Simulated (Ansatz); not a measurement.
A geometry of LiAgF4 away from equilibrium: step 2 of the relaxation of a relaxed LiAgF4 cell shaken by Gaussian noise of σ = 0.08 Å a coordinate. Level of theory: r2SCAN (plane waves to 500 eV, PAW, scalar-relativistic; Ansatz, a quantum-chemistry and plane-wave program). Γ-centred k-mesh 4×4×4 on the run's cell (coarser than for final values), Fermi–Dirac smearing 0.05 eV.

```
CELL_PARAMETERS angstrom
      5.44228    -2.98448     0.00829
      5.39168     2.89114     0.01310
     -1.87030     0.01986     4.50104
ATOMIC_POSITIONS crystal
  Li 0.82866 0.17429 0.74374
  Li 0.18414 0.82959 0.27043
  Ag 0.00566 0.50003 0.50036
  Ag 0.49849 0.00198 0.99991
  F  0.77891 0.48974 0.67416
  F  0.24773 0.50335 0.32769
  F  0.48492 0.25267 0.83334
  F  0.49898 0.75662 0.15895
  F  0.97940 0.80829 0.82038
  F  0.01640 0.19972 0.17329
  F  0.21921 0.00859 0.66588
  F  0.79071 0.98827 0.32787
```

What forces act on the atoms (eV/Å)?


```json
[
 {"atom": "Li1", "Fx": "-0.16", "Fy": "-0.04", "Fz": "0.08"},
 {"atom": "Li2", "Fx": "-0.01", "Fy": "0.08", "Fz": "-0.36"},
 {"atom": "Ag3", "Fx": "0.70", "Fy": "-0.21", "Fz": "-0.33"},
 {"atom": "Ag4", "Fx": "0.39", "Fy": "-0.07", "Fz": "0.10"},
 {"atom": "F5", "Fx": "-0.19", "Fy": "0.27", "Fz": "0.07"},
 {"atom": "F6", "Fx": "-0.56", "Fy": "0.22", "Fz": "0.24"},
 {"atom": "F7", "Fx": "0.38", "Fy": "-0.16", "Fz": "0.00"},
 {"atom": "F8", "Fx": "-0.29", "Fy": "-0.21", "Fz": "0.16"},
 {"atom": "F9", "Fx": "-0.32", "Fy": "-0.50", "Fz": "-0.26"},
 {"atom": "F10", "Fx": "0.38", "Fy": "0.35", "Fz": "0.38"},
 {"atom": "F11", "Fx": "-0.20", "Fy": "0.02", "Fz": "0.20"},
 {"atom": "F12", "Fx": "-0.12", "Fy": "0.25", "Fz": "-0.26"}
]
```

What is the pressure?

-0.5 GPa, compression positive.

How far above the relaxed end point is this geometry?

0.01 eV/atom; the path ends in C2/c (No. 15).

No spin polarisation in the result.

The cell that was disturbed is our relaxation of an entry of Materials Project.
